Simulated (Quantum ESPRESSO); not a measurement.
## Kohn-Sham bands of NbAu₂ (P6/mmm)

```xyz
3
Lattice="4.6765 0.0000 0.0000 -2.3382 4.0499 0.0000 0.0000 0.0000 2.7431" Properties=species:S:1:pos:R:3 pbc="T T T"
Nb     0.0000     0.0000     0.0000
Au    -2.3382     1.3500     1.3716
Au     2.3382    -1.3500     1.3716
```

Structure: Materials Project mp-1606, symmetrised, not relaxed again. COD (Crystallography Open Database) has an entry of this formula and space group (matched by these alone). Level: PBEsol, no spin polarisation, no spin-orbit coupling; pw.x of Quantum ESPRESSO at 66 Ry with PseudoDojo potentials, 4×4×6 k-points, Wannier90. Density: 12×12×16 mesh, cold smearing 0.01 Ry. Spin-orbit coupling is left out although heavy elements are present.

**Question.** List the Kohn-Sham levels between −8 and 3.0 eV relative to the Fermi level at the high-symmetry points, as a band run of pw.x on that density gives them (levels within 2 meV counted together).

**Answer.** 
```csv
point,k (reciprocal lattice),levels (eV)
Γ,0.000 0.000 0.000,"-7.22, -6.54, -5.61 (×2), -5.45 (×2), -4.19 (×2), -3.30 (×2), -2.45, -2.18 (×2), 2.55, 2.68 (×2)"
M,0.500 0.000 0.000,"-7.85, -7.61, -6.93, -6.55, -6.35, -5.66, -4.42, -4.38, -4.01, -3.46, -3.05, -2.84, -2.30, -0.77, 0.48, 0.61, 2.37, 2.74"
K,0.333 0.333 0.000,"-7.70 (×2), -7.22, -6.53 (×2), -4.37, -3.85 (×2), -3.82 (×2), -3.82, -2.98, -2.92, -2.04, 0.45 (×2), 2.59 (×2)"
A,0.000 0.000 0.500,"-7.04 (×2), -6.88, -5.89 (×2), -5.07 (×2), -4.93 (×2), -3.36, -1.87, 0.02 (×2), 0.37, 1.57 (×2)"
L,0.500 0.000 0.500,"-6.94, -6.87, -6.72, -6.27, -6.16, -5.56, -4.91, -3.46, -3.35, -3.14, -2.42, -1.05, -0.94, 0.42, 0.86, 1.17, 2.47"
H,0.333 0.333 0.500,"-7.35, -6.38, -6.08 (×2), -6.05 (×2), -4.54 (×2), -4.49, -2.72, -1.01 (×2), -0.90 (×2), 1.33, 2.71"
```
